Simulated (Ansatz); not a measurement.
Theory: Ansatz 0.2.0, DFT PBE, scalar-relativistic, plane waves, PAW. Cutoff 420 eV, Γ-centred meshes of about 0.25 Å⁻¹ or finer for metals and 0.3 Å⁻¹ for insulators (2π included), Gaussian smearing. No spin polarisation.

All energies are static (0 K, no zero-point motion).

Two relaxed structures of Sn₂GeN₂:

A.

```cif
data_structure
_symmetry_space_group_name_H-M 'Cmmm'
_symmetry_Int_Tables_number 65
_cell_length_a 6.5222
_cell_length_b 8.9322
_cell_length_c 8.8887
_cell_angle_alpha 90.000
_cell_angle_beta 90.000
_cell_angle_gamma 90.000
_cell_volume 517.84
loop_
_atom_site_label
_atom_site_type_symbol
_atom_site_symmetry_multiplicity
_atom_site_Wyckoff_symbol
_atom_site_fract_x
_atom_site_fract_y
_atom_site_fract_z
_atom_site_occupancy
Sn1 Sn 4 k 0.00000 0.00000 0.23459 1
Sn2 Sn 4 j 0.50000 0.29757 0.50000 1
Ge1 Ge 4 i 0.50000 0.69998 0.00000 1
N1 N 4 l 0.50000 0.00000 0.30256 1
N2 N 4 l 0.50000 0.00000 0.82288 1
```

B.

```cif
data_structure
_symmetry_space_group_name_H-M 'P31m'
_symmetry_Int_Tables_number 157
_cell_length_a 5.7531
_cell_length_b 5.7531
_cell_length_c 7.2492
_cell_angle_alpha 90.000
_cell_angle_beta 90.000
_cell_angle_gamma 120.000
_cell_volume 207.79
loop_
_atom_site_label
_atom_site_type_symbol
_atom_site_symmetry_multiplicity
_atom_site_Wyckoff_symbol
_atom_site_fract_x
_atom_site_fract_y
_atom_site_fract_z
_atom_site_occupancy
Sn1 Sn 3 c 0.36102 0.00000 0.05680 1
Sn2 Sn 1 a 0.00000 0.00000 0.66118 1
Ge1 Ge 2 b 0.33333 0.66667 0.50078 1
N1 N 1 a 0.00000 0.00000 0.20782 1
N2 N 2 b 0.33333 0.66667 0.23909 1
N3 N 1 a 0.00000 0.00000 0.37859 1
```

**Question.** Which form is favoured at zero pressure, and by what margin per atom?

**Answer.** A is lower, by 71 meV/atom. A has space group Cmmm (No. 65), 25.9 Å³/atom and no gap on its mesh; B has space group P31m (No. 157), 20.8 Å³/atom and no gap. The shortest distance is 1.12 Å (N–N) in A and 1.24 Å (N–N) in B. A holds N–N pairs as short as in free N₂ molecules (shortest 1.12 Å); B holds N–N pairs (shortest 1.24 Å). Even the lower one lies +0.43 eV/atom against the reference forms of the elements (uncorrected), so neither is stable at this level. In A, Sn on a site of symmetry mm2 is surrounded by 2 Ge at 2.75 Å, 2 Sn at 2.97 Å and 4 N at 3.30–3.32 Å; Ge is surrounded by 2 Sn at 2.75 Å and 2 N at 3.11 Å; around N on its first site lie 1 N at 1.12 Å and 4 Sn at 3.19–3.32 Å; 2 more sites not described. In B, Sn on a site of symmetry m has 3 N at 2.27–2.35 Å; around Ge lies 1 N at 1.90 Å; N on a site of symmetry 3m has 1 N at 1.24 Å and 3 Sn at 2.35 Å; 3 more sites not described. Both come from trial cells of a structure search, whose lowest cell (C2/m, 16.6 Å³/atom) lies 185 meV/atom below the lower of the two.

Weakly bound directions are ill-defined at this level, which has no dispersion term (P31m), and this can change margins and order among such cells. Cells relaxed within their symmetry can be saddle points. Some candidate types were left out of the draw beforehand, so a known form may be missing.
